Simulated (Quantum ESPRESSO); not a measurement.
# Computed records: Sc₄TiAl₂Ru (simulated cell), ScAl₃InMoAu₂ (simulated cell)

Computed with Quantum ESPRESSO 7.5. Calculation on a made-up metal alloy cell, not a measurement, run again with a planted mistake, found by running each candidate: no spin or spin-orbit, unrelaxed, 2900 K smearing, stress positive in tension, cell energy less the intended atoms' offsets; periodic Kohn-Sham density functional theory in plane waves with PseudoDojo standard norm-conserving scalar-relativistic pseudopotentials, each functional with its own files (v0.5 for PBE, v0.4.1 for LDA and PBEsol), eight atoms on drawn sites of a strained close-packed or body-centred lattice, each displaced and held fixed; the energy is the cell's free energy, ions and the entropy term -TS included, at the stated Fermi-Dirac width, less a fixed offset for each atom's element (shifted free energy); compositions with an open d shell lost a parallel starting moment in a cheaper test run, and other magnetic orders were not tried; an error bar is the largest change of its kind in a tighter rerun, never given below 0.002 eV, 0.02 GPa or 0.003 eV/angstrom, and covers cutoff and k-mesh only, not smearing or the files.

Common to all runs: intended functional pbe; cutoff 1143 eV; fermi dirac smearing 0.25 eV; intended electrons removed 0; candidate misplaced site 6; structure shown the intended cell.

Notes on all entries: a spin test at this wide smearing found no moment, but such smearing suppresses magnetism that the real alloy may have; another functional or element uses other pseudopotential files, so its energy jump is mostly a change of zero; lattice, volume and sites are drawn at random and may be unstable or far from any real phase; energies are for the whole cell, less offsets fitted to these runs, so they are not formation energies.

(1) 
```xyz
8
Lattice="3.0303 -0.0143 0.0547 1.4356 -2.5190 -4.9999 1.3862 7.6877 -5.0820" Properties=species:S:1:pos:R:3 formula=Sc4TiAl2Ru lattice_type=hexagonal_close-packed healthy_entropy_term_negative_ts=-1.998 healthy_pressure=-0.48 healthy_stress_xx=-2.33 healthy_stress_yy=-2.96 healthy_stress_zz=6.74 healthy_stress_yz=-0.26 healthy_stress_xz=1.23 healthy_stress_xy=0.75 faulty_entropy_term_negative_ts=-2.026 faulty_pressure=-6.61 faulty_stress_xx=3.99 faulty_stress_yy=3.52 faulty_stress_zz=12.33 faulty_stress_yz=-0.18 faulty_stress_xz=1.13 faulty_stress_xy=0.69 candidate_first_exchanged_site=5 candidate_second_exchanged_site=7 candidate_length_scale_change=0.53 candidate_functional=lda candidate_wrong_element_site=2 candidate_wrong_element=Mg candidate_misplaced_along=z candidate_misplaced_by=-0.23 k_mesh=8_x_4_x_3_shifted_half_a_step_off_Gamma_on_each_axis healthy_shifted_free_energy=0.955 faulty_shifted_free_energy=0.887 fault_kind=wrong_functional_(functional_lda)
Sc    -0.0335    -0.0296     0.0373
Sc     1.4047     2.7256    -5.0321
Al     1.4263    -0.8049    -2.4800
Ru     2.8346     1.6713    -7.4841
Sc     3.0005     5.1058    -5.0685
Sc     3.0500    -0.0673    -4.9736
Ti     2.9712     1.6080    -2.3715
Al     4.3943     4.3124    -7.5996
```

Units: healthy_entropy_term_negative_ts, faulty_entropy_term_negative_ts, healthy_shifted_free_energy, faulty_shifted_free_energy in eV; healthy_pressure, healthy_stress_xx, healthy_stress_yy, healthy_stress_zz, healthy_stress_yz, healthy_stress_xz, healthy_stress_xy, faulty_pressure, faulty_stress_xx, faulty_stress_yy, faulty_stress_zz, faulty_stress_yz, faulty_stress_xz, faulty_stress_xy in GPa; candidate_length_scale_change in percent; candidate_misplaced_by in Å.

Atoms:
| atoms element | atom site | atom energy offset (eV) |
| --- | --- | --- |
| Sc | 1 | -1317.21 |
| Sc | 2 | -1317.21 |
| Al | 3 | -63.26 |
| Ru | 4 | -2750.51 |
| Sc | 5 | -1317.21 |
| Sc | 6 | -1317.21 |
| Ti | 7 | -1615.4 |
| Al | 8 | -63.26 |

Healthy forces:
| site | x (eV/Å) | y (eV/Å) | z (eV/Å) |
| --- | --- | --- | --- |
| 1 | 0.332 | -0.43 | -0.304 |
| 2 | 0.2 | -1.152 | -0.13 |
| 3 | 0.127 | -0.26 | 0.087 |
| 4 | -0.047 | -0.366 | -0.12 |
| 5 | -0.323 | 0.211 | 0.478 |
| 6 | -0.365 | 1.155 | 0.122 |
| 7 | 0.131 | 1.409 | -0.557 |
| 8 | -0.055 | -0.567 | 0.423 |

Faulty forces:
| site | x (eV/Å) | y (eV/Å) | z (eV/Å) |
| --- | --- | --- | --- |
| 1 | 0.305 | -0.367 | -0.329 |
| 2 | 0.194 | -1.012 | -0.122 |
| 3 | 0.115 | -0.143 | 0.077 |
| 4 | -0.06 | -0.497 | -0.123 |
| 5 | -0.304 | 0.144 | 0.558 |
| 6 | -0.332 | 1.062 | 0.005 |
| 7 | 0.127 | 1.461 | -0.453 |
| 8 | -0.045 | -0.649 | 0.387 |

Candidate mistake: atoms exchanged, cell scaled, wrong functional, wrong element, atom misplaced

Notes: error bars of the healthy run: energy 0.0072 eV, stress 0.045 GPa, force 0.018 eV/Å, from a tighter rerun of this or a related cell; largest difference from healthy 144 error bars; largest difference from nearest other mistake 118 error bars.

(2) 
```xyz
8
Lattice="3.0303 -0.0143 0.0547 1.4356 -2.5190 -4.9999 1.3862 7.6877 -5.0820" Properties=species:S:1:pos:R:3 formula=Sc4TiAl2Ru lattice_type=hexagonal_close-packed healthy_entropy_term_negative_ts=-1.998 healthy_pressure=-0.48 healthy_stress_xx=-2.33 healthy_stress_yy=-2.96 healthy_stress_zz=6.74 healthy_stress_yz=-0.26 healthy_stress_xz=1.23 healthy_stress_xy=0.75 faulty_entropy_term_negative_ts=-1.841 faulty_pressure=-1.47 faulty_stress_xx=-1.08 faulty_stress_yy=-1.52 faulty_stress_zz=7.01 faulty_stress_yz=-1.81 faulty_stress_xz=1.47 faulty_stress_xy=0.73 candidate_first_exchanged_site=5 candidate_second_exchanged_site=7 candidate_length_scale_change=0.53 candidate_functional=lda candidate_wrong_element_site=2 candidate_wrong_element=Mg candidate_misplaced_along=z candidate_misplaced_by=-0.23 k_mesh=8_x_4_x_3_shifted_half_a_step_off_Gamma_on_each_axis healthy_shifted_free_energy=0.955 faulty_shifted_free_energy=-298.165 fault_kind=wrong_element_(wrong_element_site_2,wrong_element_Mg)
Sc    -0.0335    -0.0296     0.0373
Sc     1.4047     2.7256    -5.0321
Al     1.4263    -0.8049    -2.4800
Ru     2.8346     1.6713    -7.4841
Sc     3.0005     5.1058    -5.0685
Sc     3.0500    -0.0673    -4.9736
Ti     2.9712     1.6080    -2.3715
Al     4.3943     4.3124    -7.5996
```

Units: healthy_entropy_term_negative_ts, faulty_entropy_term_negative_ts, healthy_shifted_free_energy, faulty_shifted_free_energy in eV; healthy_pressure, healthy_stress_xx, healthy_stress_yy, healthy_stress_zz, healthy_stress_yz, healthy_stress_xz, healthy_stress_xy, faulty_pressure, faulty_stress_xx, faulty_stress_yy, faulty_stress_zz, faulty_stress_yz, faulty_stress_xz, faulty_stress_xy in GPa; candidate_length_scale_change in percent; candidate_misplaced_by in Å.

Atoms:
| atoms element | atom site | atom energy offset (eV) |
| --- | --- | --- |
| Sc | 1 | -1317.21 |
| Sc | 2 | -1317.21 |
| Al | 3 | -63.26 |
| Ru | 4 | -2750.51 |
| Sc | 5 | -1317.21 |
| Sc | 6 | -1317.21 |
| Ti | 7 | -1615.4 |
| Al | 8 | -63.26 |

Healthy forces:
| site | x (eV/Å) | y (eV/Å) | z (eV/Å) |
| --- | --- | --- | --- |
| 1 | 0.332 | -0.43 | -0.304 |
| 2 | 0.2 | -1.152 | -0.13 |
| 3 | 0.127 | -0.26 | 0.087 |
| 4 | -0.047 | -0.366 | -0.12 |
| 5 | -0.323 | 0.211 | 0.478 |
| 6 | -0.365 | 1.155 | 0.122 |
| 7 | 0.131 | 1.409 | -0.557 |
| 8 | -0.055 | -0.567 | 0.423 |

Faulty forces:
| site | x (eV/Å) | y (eV/Å) | z (eV/Å) |
| --- | --- | --- | --- |
| 1 | 0.389 | -0.394 | -0.285 |
| 2 | 0.175 | -1.19 | -0.175 |
| 3 | 0.129 | -0.267 | 0.095 |
| 4 | -0.016 | -0.223 | -0.069 |
| 5 | -0.377 | -0.101 | 0.732 |
| 6 | -0.399 | 1.31 | -0.031 |
| 7 | 0.146 | 1.5 | -0.621 |
| 8 | -0.048 | -0.637 | 0.354 |

Candidate mistake: atoms exchanged, cell scaled, wrong functional, wrong element, atom misplaced

Notes: error bars of the healthy run: energy 0.0072 eV, stress 0.045 GPa, force 0.018 eV/Å, from a tighter rerun of this or a related cell; largest difference from healthy 41297 error bars; largest difference from nearest other mistake 41288 error bars.

(3) 
```xyz
8
Lattice="2.1159 4.2318 2.1159 2.1159 -4.2318 2.1159 2.1159 0.0000 -6.3477" Properties=species:S:1:pos:R:3 formula=ScAl3InMoAu2 lattice_type=face-centred_cubic healthy_entropy_term_negative_ts=-1.216 healthy_pressure=-3.66 healthy_stress_xx=3.83 healthy_stress_yy=1.83 healthy_stress_zz=5.34 healthy_stress_yz=0.59 healthy_stress_xz=0.04 healthy_stress_xy=0.18 faulty_entropy_term_negative_ts=-1.23 faulty_pressure=-3.74 faulty_stress_xx=3.78 faulty_stress_yy=1.55 faulty_stress_zz=5.88 faulty_stress_yz=1.82 faulty_stress_xz=-1.1 faulty_stress_xy=0.96 candidate_first_exchanged_site=4 candidate_second_exchanged_site=5 candidate_length_scale_change=1.64 candidate_functional=pbesol candidate_wrong_element_site=8 candidate_wrong_element=Ru candidate_misplaced_along=y candidate_misplaced_by=0.18 k_mesh=5_x_5_x_4_shifted_half_a_step_off_Gamma_on_each_axis healthy_shifted_free_energy=-0.199 faulty_shifted_free_energy=-0.109 fault_kind=atoms_exchanged_(first_exchanged_site_4,second_exchanged_site_5)
In    -0.1019     0.0846     0.0613
Al     2.0296    -2.0763    -0.0685
Sc     2.2050    -0.0012    -2.1653
Au     4.1703    -2.0202    -2.0344
Al     1.9751     0.0223     2.1174
Mo     2.0446     2.1039    -0.0885
Au     4.1569     0.0547     0.0567
Al     4.1687     1.9688    -2.1704
```

Units: healthy_entropy_term_negative_ts, faulty_entropy_term_negative_ts, healthy_shifted_free_energy, faulty_shifted_free_energy in eV; healthy_pressure, healthy_stress_xx, healthy_stress_yy, healthy_stress_zz, healthy_stress_yz, healthy_stress_xz, healthy_stress_xy, faulty_pressure, faulty_stress_xx, faulty_stress_yy, faulty_stress_zz, faulty_stress_yz, faulty_stress_xz, faulty_stress_xy in GPa; candidate_length_scale_change in percent; candidate_misplaced_by in Å.

Atoms:
| atoms element | atom site | atom energy offset (eV) |
| --- | --- | --- |
| In | 1 | -1808.02 |
| Al | 2 | -63.26 |
| Sc | 3 | -1317.21 |
| Au | 4 | -4032.82 |
| Al | 5 | -63.26 |
| Mo | 6 | -1911.95 |
| Au | 7 | -4032.82 |
| Al | 8 | -63.26 |

Healthy forces:
| site | x (eV/Å) | y (eV/Å) | z (eV/Å) |
| --- | --- | --- | --- |
| 1 | 0.538 | -0.426 | -0.556 |
| 2 | 0.254 | -0.308 | -0.032 |
| 3 | -1.296 | -0.18 | 0.248 |
| 4 | 0.332 | -0.286 | -0.218 |
| 5 | 0.946 | -0.129 | -0.833 |
| 6 | 0.025 | 0.282 | 0.181 |
| 7 | -0.411 | 0.01 | 0.615 |
| 8 | -0.388 | 1.036 | 0.595 |

Faulty forces:
| site | x (eV/Å) | y (eV/Å) | z (eV/Å) |
| --- | --- | --- | --- |
| 1 | 0.634 | -0.441 | -0.617 |
| 2 | 0.308 | -0.243 | -0.058 |
| 3 | -1.415 | -0.136 | 0.203 |
| 4 | 0.515 | -0.317 | -0.365 |
| 5 | 0.242 | -0.117 | -0.009 |
| 6 | 0.095 | 0.358 | 0.017 |
| 7 | -0.032 | -0.032 | 0.137 |
| 8 | -0.346 | 0.928 | 0.691 |

Candidate mistake: atoms exchanged, cell scaled, wrong functional, wrong element, atom misplaced

Notes: heavy elements are run without spin-orbit coupling, which real alloys of them have; error bars of the healthy run: energy 0.0072 eV, stress 0.062 GPa, force 0.0083 eV/Å, from a tighter rerun of this or a related cell; largest difference from healthy 100 error bars; largest difference from nearest other mistake 89 error bars.
